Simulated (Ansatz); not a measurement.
NiSi2 (fluorite type, space group Fm-3m) is sheared across one {100} plane: the third cell vector gains the shift, so faults repeat every 8.2 Å. The cut lies between planes 1.36 Å apart; the cell height is held.

```
CELL_PARAMETERS angstrom
      3.84984     0.00000     0.00000
      0.00000     3.84984     0.00000
      1.92492     1.92492     8.16675
ATOMIC_POSITIONS crystal
  Ni 0.00000 0.00000 0.91667
  Ni 0.33333 0.33333 0.25000
  Ni 0.66667 0.66667 0.58333
  Si 0.91667 0.41667 0.08333
  Si 0.25000 0.75000 0.41667
  Si 0.58333 0.08333 0.75000
  Si 0.41667 0.91667 0.08333
  Si 0.75000 0.25000 0.41667
  Si 0.08333 0.58333 0.75000
```

In-plane vectors a = (3.850, 0.000) Å, b = (0.000, 3.850) Å, area 14.82 Å². The shift is s times the vector a + b (length 5.445 Å), so s = 1 restores the start. The shift is rigid: no atom relaxes. γ = [E(shift) − E(0)] / area.

Level of theory: PBE (plane waves to 420 eV, PAW, scalar-relativistic; Ansatz, a program for electronic structure). k mesh 10×10×10 (Γ-centred), Fermi-Dirac smearing 0.05 eV. Energies are extrapolated to zero smearing. Compression counts positive. With partly filled bands, the k mesh leaves noise in γ, roughly 0.02 J/m² as judged from a few cases. Faults lie only 8.2 Å apart, and holding the cell height and the atoms raises γ above its relaxed value. NiSi2 is run without spin polarisation. NiSi2 was relaxed with its symmetry unable to fall. γ is measured from zero shift.

| s | γ (J/m²) | σ normal to the fault (GPa) |
|---|---|---|
| 0.000 | 0.00 | -0.1 |
| 0.083 | ___ | ___ |
| 0.167 | 2.05 | 10.8 |
| 0.250 | 2.95 | ___ |
| 0.333 | ___ | 9.0 |
| 0.417 | 1.61 | 2.0 |
| 0.500 | 1.21 | -0.8 |
| 0.583 | 1.61 | 2.0 |
| 0.667 | ___ | 9.0 |
| 0.750 | 2.95 | ___ |
| 0.833 | 2.05 | 10.8 |
| 0.917 | ___ | ___ |

**Question.** Fill in the missing entries.

**Answer.** 
- 0.083, γ (J/m²): 0.61
- 0.083, σ normal to the fault (GPa): 3.2
- 0.250, σ normal to the fault (GPa): 14.2
- 0.333, γ (J/m²): 2.52
- 0.667, γ (J/m²): 2.52
- 0.750, σ normal to the fault (GPa): 14.2
- 0.917, γ (J/m²): 0.61
- 0.917, σ normal to the fault (GPa): 3.2

(The slope of γ gives the shear force per area between the displaced halves; near zero shift its curvature is an elastic stiffness.)
